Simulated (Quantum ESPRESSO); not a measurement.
## SiGeGaSN3 (finding a planted mistake in a log)

A calculation, not a measurement. The program is pw.x of Quantum ESPRESSO 7.5 (plane-wave density functional theory). The cell is made up: 7 atoms on a zincblende/diamond lattice with one site empty, with randomly drawn elements, strain and displacements, not relaxed. PseudoDojo standard norm-conserving files (v0.5 for PBE, v0.4.1 for LDA and PBEsol) set the functional; there is no spin polarisation, spin-orbit coupling or dispersion term, and the masses in the input are unused placeholders.

Intended input:

```
&control calculation='scf', pseudo_dir='./dojo.nc.sr.pbe.v0_5.standard.upf', outdir='./o', disk_io='medium', tprnfor=.true., tstress=.true. /
&system ibrav=0, nat=7, ntyp=5, nbnd=32, ecutwfc=84.00895049, nosym=.true., tot_charge=0,
 occupations='smearing', smearing='fd', degauss=0.0018374661
/
&electrons conv_thr=7.350e-09, electron_maxstep=60, /
ATOMIC_SPECIES
Ga 1.0 Ga.upf
Ge 1.0 Ge.upf
N 1.0 N.upf
S 1.0 S.upf
Si 1.0 Si.upf
CELL_PARAMETERS angstrom
4.6291 0.0125 -0.0028
0.0125 4.4994 -0.0138
-0.0028 -0.0138 4.5606
ATOMIC_POSITIONS angstrom
Si -0.0307 -0.0019 0.0406
Ge -0.0017 2.2593 2.3174
Ga 2.2389 2.2456 0.0113
S 1.1462 1.1863 1.1856
N 1.1713 3.4145 3.3964
N 3.4667 1.0457 3.3815
N 3.4946 3.3695 1.099
K_POINTS automatic
4 4 4 1 1 1
```

The log is shortened where brackets say so; the opening notice, blank lines, dates and the lines on written files are dropped, and the path of the files is cut. It prints rydbergs, bohrs and kilobars, and counts compression as positive stress. Where no state is partly filled, the Fermi energy that it prints is only some level between the filled and the empty states on the mesh, and need not lie in the true gap.

Log of the intended run:

```
     Program PWSCF v.7.5
     Parallel version (MPI & OpenMP), running on       1 processor cores
     Number of MPI processes:                 1
     Threads/MPI process:                     1
     [start-up lines left out]
     bravais-lattice index     =            0
     lattice parameter (alat)  =       8.7478  a.u.
     unit-cell volume          =     641.0063 (a.u.)^3
     number of atoms/cell      =            7
     number of atomic types    =            5
     number of electrons       =        52.00
     number of Kohn-Sham states=           32
     kinetic-energy cutoff     =      84.0090  Ry
     charge density cutoff     =     336.0358  Ry
     scf convergence threshold =      7.3E-09
     mixing beta               =       0.7000
     number of iterations used =            8  plain     mixing
     Exchange-correlation= PBE
                           (   1   4   3   4   0   0   0)
     [axes and pseudopotential details left out]
   Cartesian axes
     site n.     atom                  positions (alat units)
         1        Si     tau(   1) = (  -0.0066319  -0.0004104   0.0087706  )
         2        Ge     tau(   2) = (  -0.0003672   0.4880628   0.5006138  )
         3        Ga     tau(   3) = (   0.4836559   0.4851032   0.0024411  )
         4        S      tau(   4) = (   0.2476066   0.2562691   0.2561179  )
         5        N      tau(   5) = (   0.2530288   0.7376136   0.7337035  )
         6        N      tau(   6) = (   0.7488900   0.2258962   0.7304848  )
         7        N      tau(   7) = (   0.7549171   0.7278925   0.2374103  )
     number of k points=    32  Fermi-Dirac smearing, width (Ry)=  0.0018
                       cart. coord. in units 2pi/alat
        k(    1) = (   0.1247301   0.1286478   0.1273438), wk =   0.0625000
        k(    2) = (   0.1248815   0.1294257   0.3811022), wk =   0.0625000
     [further k points left out]
     Dense  grid:    66719 G-vectors     FFT dimensions: (  54,  50,  54)
     Estimated max dynamical RAM per process >      86.05 MB
     Initial potential from superposition of free atoms
     starting charge      51.9958, renormalised to      52.0000
     Starting wfcs are   38 randomized atomic wfcs
     total cpu time spent up to now is        9.1 secs
     per-process dynamical memory:    50.9 Mb
     Self-consistent Calculation
     iteration #  1     ecut=    84.01 Ry     beta= 0.70
     Davidson diagonalization with overlap
     ethr =  1.00E-02,  avg # of iterations =  3.0
     total cpu time spent up to now is       28.9 secs
     total energy              =    -423.20856590 Ry
     estimated scf accuracy    <       1.77515716 Ry
     iteration #  2     ecut=    84.01 Ry     beta= 0.70
     Davidson diagonalization with overlap
     ethr =  3.41E-03,  avg # of iterations =  4.3
     total cpu time spent up to now is       53.2 secs
     total energy              =    -423.12430144 Ry
     estimated scf accuracy    <       4.98591478 Ry
     [iterations 3 to 10 left out]
     iteration # 11     ecut=    84.01 Ry     beta= 0.70
     Davidson diagonalization with overlap
     ethr =  9.47E-10,  avg # of iterations =  2.3
     total cpu time spent up to now is      188.1 secs
     total energy              =    -424.10926878 Ry
     estimated scf accuracy    <       0.00000008 Ry
     iteration # 12     ecut=    84.01 Ry     beta= 0.70
     Davidson diagonalization with overlap
     ethr =  1.57E-10,  avg # of iterations =  2.8
     total cpu time spent up to now is      202.3 secs
     End of self-consistent calculation
     [lines on levels left out]
     the Fermi energy is     9.3213 ev
!    total energy              =    -424.10926880 Ry
     estimated scf accuracy    <          2.0E-09 Ry
     smearing contrib. (-TS)   =      -0.00000000 Ry
     internal energy E=F+TS    =    -424.10926880 Ry
     The total energy is F=E-TS. E is the sum of the following terms:
     one-electron contribution =    -186.02697686 Ry
     hartree contribution      =     129.94368538 Ry
     xc contribution           =    -113.35030531 Ry
     ewald contribution        =    -254.67567200 Ry
     convergence has been achieved in  12 iterations
     Forces acting on atoms (cartesian axes, Ry/au):
     atom    1 type  5   force =    -0.16161247   -0.15526954   -0.17083454
     atom    2 type  2   force =    -0.24203456    0.21425980    0.21473715
     atom    3 type  1   force =     0.23267925    0.19312723   -0.22410854
     atom    4 type  4   force =     0.09270020   -0.30239013    0.09016499
     atom    5 type  3   force =    -0.07666507    0.01776846    0.05330167
     atom    6 type  3   force =     0.07351476    0.00255333    0.06678807
     atom    7 type  3   force =     0.08141789    0.02995085   -0.03004879
     Total force =     0.712160     Total SCF correction =     0.000175
     Computing stress (Cartesian axis) and pressure
          total   stress  (Ry/bohr**3)                   (kbar)     P=       54.13
   0.00045025   0.00029939  -0.00094222           66.23       44.04     -138.60
   0.00029939   0.00028813   0.00053655           44.04       42.39       78.93
  -0.00094222   0.00053655   0.00036550         -138.60       78.93       53.77
     init_run     :      8.36s CPU      8.91s WALL (       1 calls)
     electrons    :    179.97s CPU    193.23s WALL (       1 calls)
     forces       :      2.64s CPU      2.73s WALL (       1 calls)
     stress       :      7.02s CPU      7.60s WALL (       1 calls)
     [timing details left out]
     PWSCF        :   3m18.19s CPU   3m32.79s WALL
     JOB DONE.
```

A second run was made from an input with one planted mistake. Its log:

```
     Program PWSCF v.7.5
     Parallel version (MPI & OpenMP), running on       1 processor cores
     Number of MPI processes:                 1
     Threads/MPI process:                     1
     [start-up lines left out]
     bravais-lattice index     =            0
     lattice parameter (alat)  =       8.7478  a.u.
     unit-cell volume          =     641.0063 (a.u.)^3
     number of atoms/cell      =            7
     number of atomic types    =            5
     number of electrons       =        52.00
     number of Kohn-Sham states=           32
     kinetic-energy cutoff     =      84.0090  Ry
     charge density cutoff     =     336.0358  Ry
     scf convergence threshold =      7.3E-09
     mixing beta               =       0.7000
     number of iterations used =            8  plain     mixing
     Exchange-correlation= PBE
                           (   1   4   3   4   0   0   0)
     [axes and pseudopotential details left out]
   Cartesian axes
     site n.     atom                  positions (alat units)
         1        Si     tau(   1) = (  -0.0066319  -0.0004104   0.0087706  )
         2        Ge     tau(   2) = (  -0.0003672   0.4880628   0.5006138  )
         3        Ga     tau(   3) = (   0.4836559   0.4851032   0.0024411  )
         4        S      tau(   4) = (   0.2476066   0.2562691   0.2561179  )
         5        N      tau(   5) = (   0.2530288   0.7376136   0.7337035  )
         6        N      tau(   6) = (   0.7488900   0.2258962   0.7304848  )
         7        N      tau(   7) = (   0.7549171   0.7278925   0.2374103  )
     number of k points=     4  Fermi-Dirac smearing, width (Ry)=  0.0018
                       cart. coord. in units 2pi/alat
        k(    1) = (   0.2494602   0.2572956   0.2546877), wk =   0.5000000
        k(    2) = (   0.2491575   0.2557399  -0.2528291), wk =   0.5000000
     [further k points left out]
     Dense  grid:    66719 G-vectors     FFT dimensions: (  54,  50,  54)
     Estimated max dynamical RAM per process >      86.05 MB
     Initial potential from superposition of free atoms
     starting charge      51.9958, renormalised to      52.0000
     Starting wfcs are   38 randomized atomic wfcs
     total cpu time spent up to now is        2.8 secs
     per-process dynamical memory:    54.8 Mb
     Self-consistent Calculation
     iteration #  1     ecut=    84.01 Ry     beta= 0.70
     Davidson diagonalization with overlap
     ethr =  1.00E-02,  avg # of iterations =  3.5
     total cpu time spent up to now is        6.2 secs
     total energy              =    -423.17548371 Ry
     estimated scf accuracy    <       1.80864671 Ry
     iteration #  2     ecut=    84.01 Ry     beta= 0.70
     Davidson diagonalization with overlap
     ethr =  3.48E-03,  avg # of iterations =  4.8
     total cpu time spent up to now is        9.4 secs
     total energy              =    -422.80171928 Ry
     estimated scf accuracy    <       6.14984559 Ry
     [iterations 3 to 10 left out]
     iteration # 11     ecut=    84.01 Ry     beta= 0.70
     Davidson diagonalization with overlap
     ethr =  1.24E-09,  avg # of iterations =  4.0
     total cpu time spent up to now is       32.0 secs
     total energy              =    -424.08745730 Ry
     estimated scf accuracy    <       0.00000027 Ry
     iteration # 12     ecut=    84.01 Ry     beta= 0.70
     Davidson diagonalization with overlap
     ethr =  5.20E-10,  avg # of iterations =  2.0
     total cpu time spent up to now is       33.7 secs
     End of self-consistent calculation
     [lines on levels left out]
     the Fermi energy is     9.8861 ev
!    total energy              =    -424.08745734 Ry
     estimated scf accuracy    <          5.5E-09 Ry
     smearing contrib. (-TS)   =      -0.00000000 Ry
     internal energy E=F+TS    =    -424.08745734 Ry
     The total energy is F=E-TS. E is the sum of the following terms:
     one-electron contribution =    -186.06302625 Ry
     hartree contribution      =     130.02733813 Ry
     xc contribution           =    -113.37609723 Ry
     ewald contribution        =    -254.67567200 Ry
     convergence has been achieved in  12 iterations
     Forces acting on atoms (cartesian axes, Ry/au):
     atom    1 type  5   force =    -0.16287325   -0.15632170   -0.17237741
     atom    2 type  2   force =    -0.24228403    0.21507841    0.21432072
     atom    3 type  1   force =     0.23405625    0.19455597   -0.22486659
     atom    4 type  4   force =     0.08717954   -0.29978879    0.08882779
     atom    5 type  3   force =    -0.08051109    0.01585176    0.05624243
     atom    6 type  3   force =     0.07780967    0.00311110    0.06937785
     atom    7 type  3   force =     0.08662291    0.02751325   -0.03152479
     Total force =     0.714257     Total SCF correction =     0.000187
     Computing stress (Cartesian axis) and pressure
          total   stress  (Ry/bohr**3)                   (kbar)     P=       57.64
   0.00047014   0.00031159  -0.00094943           69.16       45.84     -139.67
   0.00031159   0.00031411   0.00054784           45.84       46.21       80.59
  -0.00094943   0.00054784   0.00039119         -139.67       80.59       57.55
     init_run     :      2.52s CPU      2.67s WALL (       1 calls)
     electrons    :     29.06s CPU     30.88s WALL (       1 calls)
     forces       :      0.46s CPU      0.49s WALL (       1 calls)
     stress       :      1.60s CPU      1.66s WALL (       1 calls)
     [timing details left out]
     PWSCF        :     33.81s CPU     35.93s WALL
     JOB DONE.
```

Question: what was wrong in the second input?

Answer: the k-point mesh is too coarse. The input lines that differ, file-writing options aside:

```
- 4 4 4 1 1 1
+ 2 2 2 1 1 1
```

|  | intended run | run with the mistake |
| --- | --- | --- |
| free energy (eV) | -5770.301 | -5770.004 |
| smearing term -TS (eV) | 0.0000 | 0.0000 |
| pressure (GPa) | 5.41 | 5.76 |
| largest force component (eV/Å) | 7.775 | 7.708 |
| largest change of a force component (eV/Å) |  | 0.142 |
| iterations | 12 | 12 |

For scale, a rerun of the intended cell at 1437 eV and a 6 x 6 x 6 mesh moved values by no more than 0.004 eV in energy, 0.02 GPa in stress and 0.003 eV/Å in force.